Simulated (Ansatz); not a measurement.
Cu: from a starting cell to a relaxed one

The start is a relaxed Cu cell displaced along its unstable phonon at q = (½, 0, 0) of its primitive reciprocal cell (16i cm⁻¹), largest move 0.15 Å. Cell shape, volume and atoms are optimised at zero target pressure with PBEsol (plane waves to 420 eV, PAW, scalar-relativistic; Ansatz, a program for electronic structure). The first steps use a coarse 8×16×16 k-mesh.

The start:
```
CELL_PARAMETERS angstrom
     -2.83232     2.83232     2.83232
      1.41616    -1.41616     1.41616
      1.41616     1.41616    -1.41616
ATOMIC_POSITIONS crystal
  Cu 0.00000 0.96255 0.03745
  Cu 0.50000 0.03745 0.96255
```

```json
{
  "energy_released": "0.03 eV/atom",
  "volume_change": "-0.4 %, from 11.36 to 11.32 Å³/atom",
  "optimiser_moves": "15"
}
```

The end point of the relaxation:

```cif
data_Cu2
_chemical_formula_sum 'Cu2'
_space_group_name_H-M_alt 'P63/mmc'
_space_group_IT_number 194
_space_group_name_Hall '-P 6c 2c'
_cell_length_a 2.51147
_cell_length_b 2.51147
_cell_length_c 4.14448
_cell_angle_alpha 90.000
_cell_angle_beta 90.000
_cell_angle_gamma 120.000
loop_
_atom_site_label
_atom_site_type_symbol
_atom_site_symmetry_multiplicity
_atom_site_Wyckoff_symbol
_atom_site_fract_x
_atom_site_fract_y
_atom_site_fract_z
_atom_site_occupancy
Cu1 Cu 2 c 0.33333 0.66667 0.25000 1
```

Final values are on a 21×21×11 k-mesh of the relaxed cell. No spin polarisation in the result.

The run could not lose the symmetry of its start: the end is stationary, and may be a saddle point rather than a minimum.

The relaxed structure here is a generated cell of Cu: the first start was made by placing the elements on the sites of a structure type, and the end was not matched to a known phase here, so it may be hypothetical. Known forms of Cu include space group No. 225.
